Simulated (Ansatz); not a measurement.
# Notes on Cs$_{2}$HgSe$_{2}$

```yaml
crystal:
  lattice:
    - [8.21846, 0.00000, 0.00000]
    - [0.00000, 10.37256, 0.00000]
    - [0.00000, 0.00000, 4.73052]
  atoms:
    - { symbol: Hg, position: [0.50000, 0.50000, 0.00000] }
    - { symbol: Hg, position: [0.00000, 0.00000, 0.00000] }
    - { symbol: Cs, position: [0.39222, 0.83311, 0.50000] }
    - { symbol: Cs, position: [0.60778, 0.16689, 0.50000] }
    - { symbol: Cs, position: [0.89222, 0.66689, 0.50000] }
    - { symbol: Cs, position: [0.10778, 0.33311, 0.50000] }
    - { symbol: Se, position: [0.23025, 0.59445, 0.00000] }
    - { symbol: Se, position: [0.76975, 0.40555, 0.00000] }
    - { symbol: Se, position: [0.73025, 0.90555, 0.00000] }
    - { symbol: Se, position: [0.26975, 0.09445, 0.00000] }
```

Method: r2SCAN, no spin polarisation; PAW, plane waves to 500 eV, 3×3×6 Γ-centred mesh, methfessel-paxton occupations (width 0.0309 eV) (Ansatz 0.2.0), atoms fixed.

- Electronic structure: The gap is 2.31 eV, indirect (the least direct gap found is 2.34 eV).
- Stress: The pressure is 0.6 GPa (compression positive), so with the atoms held at these fractions the cell would first expand.
- Charges: Bader charges in e: Cs +0.79, Hg +0.18, Se -0.88. In the mean Cs gives up most and Se takes most.
- Forces: The largest is on Se7 (and as large on other atoms): 0.09 eV/Å, components (-0.08, 0.03, 0.00). It makes 178° with the line to a nearest neighbour, Hg1 at 2.42 Å, pointing away from it.
- Contacts: Hg–Se at 2.42 Å: least valence density 0.64 e/Å³ and ELF 0.52 there. Cs–Se at 3.67 Å: least valence density 0.08 e/Å³ and ELF 0.07 there, a closed-shell (ionic or weak) contact. Cs–Cs at 3.89 Å: least valence density 0.04 e/Å³ and ELF 0.02 there, so no covalent bond. These are pseudo-fields; inside the PAW spheres they differ from the all-electron ones.

Origin: a database entry at a rescaled volume. Caveats: no spin-orbit coupling, which can shift this gap by tenths of an eV.
